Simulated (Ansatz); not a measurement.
Below is a relaxed structure of YInSe3. The cell was found from a structure generator's guess, not taken from experiment.

Theory: DFT PBE, scalar-relativistic, plane waves, PAW (Ansatz). Cutoff 420 eV, Γ-centred mesh, Gaussian smearing, no spin polarisation.

```yaml
crystal:
  lattice:
    - [-3.58365, 3.58365, 5.23624]
    - [3.58365, -3.58365, 5.23624]
    - [3.58365, 3.58365, -5.23624]
  atoms:
    - { symbol: Y, position: [0.75000, 0.25000, 0.50000] }
    - { symbol: Y, position: [0.25000, 0.75000, 0.50000] }
    - { symbol: In, position: [0.50000, 0.50000, 0.00000] }
    - { symbol: In, position: [0.00000, 0.00000, 0.00000] }
    - { symbol: Se, position: [0.34514, 0.84514, 0.19029] }
    - { symbol: Se, position: [0.84514, 0.65486, 0.50000] }
    - { symbol: Se, position: [0.75000, 0.75000, 0.00000] }
    - { symbol: Se, position: [0.65486, 0.15486, 0.80971] }
    - { symbol: Se, position: [0.15486, 0.34514, 0.50000] }
    - { symbol: Se, position: [0.25000, 0.25000, 0.00000] }
```

The zero of energy is the elements' standard structures at the same level; no fitted shifts are applied.

Problem. What space group does it have?

Solution. I4/mcm (No. 140). Conventional cell: a = 7.167 Å, c = 10.472 Å. Y is surrounded by 4 Se at 3.05 Å and 4 Se at 3.58 Å; In is surrounded by 6 Se at 2.62–2.71 Å; around Se on a site of symmetry m2m lie 2 In at 2.71 Å, 2 Y at 3.05 Å and 1 Se at 3.14 Å; Se on a site of symmetry 422 is surrounded by 2 In at 2.62 Å and 4 Y at 3.58 Å.

Problem. How far does it lie from the elements in energy?

Solution. −0.80 eV/atom. Whether it is stable depends on the other phases of the system, which aren't compared here.

Problem. Is it a metal?

Solution. There is no gap on the 8×8×8 mesh, but valence and conduction bands overlap by only 0.21 eV, so at this level it is a semimetal.

Problem. From what recipe could a structure generator have reached it?

Solution. One such recipe: perovskite family, tilts a0a0c- (I4/mcm, No. 140). Other recipes can lead to the same cell.

The last run used an 8×8×8 mesh for its 10-atom cell and Gaussian smearing of 0.10 eV. The zero gap may come from the functional, which often closes small gaps. The reference form of Se is held partly by dispersion forces, which this level lacks. Symmetry constrained the relaxation, so the result can be a saddle point.
